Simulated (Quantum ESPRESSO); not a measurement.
Kohn-Sham bands of TlCl (rock salt)

```
CELL_PARAMETERS angstrom
      0.00000     3.21955     3.21955
      3.21955     0.00000     3.21955
      3.21955     3.21955     0.00000
ATOMIC_POSITIONS crystal
  Tl 0.00000 0.00000 0.00000
  Cl 0.50000 0.50000 0.50000
```

Cell from Materials Project (mp-569639), symmetrised, no further relaxation. Not found in the COD (Crystallography Open Database) copy used, which has the formula in other groups; not checked further. Level: PBEsol, no spin polarisation, no spin-orbit coupling; pw.x of Quantum ESPRESSO at 50 Ry with PseudoDojo potentials, 8×8×8 k-points, Wannier90. Density: 8×8×8 mesh, cold smearing 0.01 Ry. Spin-orbit coupling is left out although heavy elements are present.

### Question
List the Kohn-Sham levels between −8 and 5.3 eV relative to the valence-band maximum at the high-symmetry points, as a band run of pw.x on that density gives them (levels within 2 meV counted together).

### Answer
```
point  k (reciprocal lattice)                                levels (eV)
-----  ----------------------  -----------------------------------------
Γ           0.000 0.000 0.000                          -4.07, -1.83 (×3)
X           0.500 0.000 0.500             -3.58, -3.08, -2.29 (×2), 4.92
U           0.625 0.250 0.625     -4.27, -2.86, -2.06, -1.35, 4.28, 4.89
K           0.375 0.375 0.750     -4.27, -2.86, -2.06, -1.35, 4.28, 4.89
L           0.500 0.500 0.500   -5.06, -1.66 (×2), 0.00, 2.29, 4.68 (×2)
W           0.500 0.250 0.750  -4.19, -2.69 (×2), -0.93, 4.31, 4.96 (×2)
```
